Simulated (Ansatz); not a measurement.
# A vibration from a frozen displacement in YHg

These are results of DFT PBEsol, scalar-relativistic, plane waves, PAW in Ansatz 0.2.0, not measurements. The runs took a 420 eV cutoff, a Γ-centred 14×14×14 mesh and Gaussian smearing (0.15 eV). Spin–orbit coupling is left out, which matters for the heavy elements here. No spin polarisation. Energies are free energies at this smearing, counted from the undisturbed cell; pressure is positive in compression.

The undisturbed cell (as given, not relaxed at this level; it stands at -1.0 GPa, and it needn't be the usual structure):

```xyz
2
Lattice="3.6820 0.0000 0.0000 0.0000 3.6820 0.0000 0.0000 0.0000 3.6820" Properties=species:S:1:pos:R:3 pbc="T T T"
Y     1.8410    1.8410    1.8410
Hg    0.0000    0.0000    0.0000
```

Every Y atom is moved by x along the Cartesian unit vector (0.000, 0.000, 1.000); the cell and all other atoms stay fixed. The cell's volume is 49.92 Å³; the moved atoms weigh 88.906 u together and the others 200.592 u. Some rows repeat others by symmetry and weren't run.

```csv
x (Å),ΔE (meV/cell),total force on the moved atoms along the move (eV/Å),pressure (GPa)
-0.2000,42.84,0.4255,-0.2762
-0.1750,32.85,0.3735,-0.4344
-0.1500,24.17,0.3210,-0.5735
-0.1250,16.80,0.2682,-0.6926
-0.1000,10.76,0.2149,-0.7909
-0.0750,6.06,0.1614,-0.8679
-0.0500,2.69,0.1077,-0.9232
-0.0250,0.67,0.0539,-0.9564
0.0000,0.00,0.0000,-0.9675
0.0250,0.67,-0.0539,-0.9564
0.0500,2.69,-0.1077,-0.9232
0.0750,6.06,-0.1614,-0.8679
0.1000,10.76,-0.2149,-0.7909
0.1250,16.80,-0.2682,-0.6926
0.1500,24.17,-0.3210,-0.5735
0.1750,32.85,-0.3735,-0.4344
0.2000,42.84,-0.4255,-0.2762
```

**Question.** What frequency belongs to this motion?

**Answer.** The force constant is k = −dF/dx = 2.156 eV/Å², from the parabola through x = -0.0250, 0 and 0.0250. In every cell the moved atoms swing against the rest, so the mass is μ = m₁m₂/(m₁ + m₂) = 61.603 u, and ν̃ = 521.5 cm⁻¹ × √(|k|/μ) = 98 cm⁻¹. To first order in x, and within 1 %, the force on every atom lies along the move and, within each of the two groups, in proportion to the atom's mass, so this is itself a mode at the zone centre of this cell.

**Question.** How far does the harmonic law reach?

**Answer.** At x = -0.200 Å, kx²/2 = 43.12 meV against the computed 42.84 meV (-0.6 %): the well is still close to harmonic there.

**Question.** The pressure changes with x². What does that say about the frequency under compression?

**Answer.** With E = k(V)x²/2, k ∝ V^(−2γ) and x scaling with the cell as V^(1/3), P − P0 = −∂E/∂V = (2γ − 2/3) ΔE/V. At x = 0.0500 Å, V(P − P0) = 49.92 × 0.04436 / 160.2 eV = 13.82 meV and ΔE = 2.69 meV, so γ = 1/3 + V(P − P0)/(2ΔE) = 2.90. This is the Grüneisen parameter of the motion under uniform scaling of the cell: shrinking the cell evenly by 1 % in volume raises the frequency by about 2.90 %.

In a metal these slopes depend on the k mesh and the smearing.